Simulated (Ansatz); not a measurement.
NiP in space group Pbca (No. 61; Ni on 8c, P on 8c) at seven volumes, PBEsol in the plane-wave PAW code Ansatz, shape and atoms relaxed at each. One row is withheld.

```
V (Å³/atom)  P (GPa)
-----------  -------
11.146             ?
11.513         12.42
11.881          5.65
12.248         -0.01
12.616         -4.74
12.983         -8.71
13.351        -12.00
```

**Question.** Fit the shown pressures and predict the withheld one.

**Answer.** Third-order Birch–Murnaghan: P = (3/2)B₀(x^(7/2) − x^(5/2))[1 + (3/4)(B′ − 4)(x − 1)] with x = (V₀/V)^(2/3). Least squares on the six rows gives V₀ = 12.247 Å³/atom, B₀ = 172.3 GPa, B′ = 4.96. At V = 11.146, x = 1.0648 and P = 20.51 GPa. The run itself gave 20.46 GPa.

The first step of the workflow began from a Materials Project structure, measured or hypothetical; the Crystallography Open Database files this formula in space group No. 61, but the cells were not matched. Its standing as an ambient phase is unchecked. The cell was relaxed with PBEsol under the symmetry of its start; whether a distortion lowers the energy is not shown. No spin polarisation was allowed.

Potentials: the later of the program's two PAW sets.
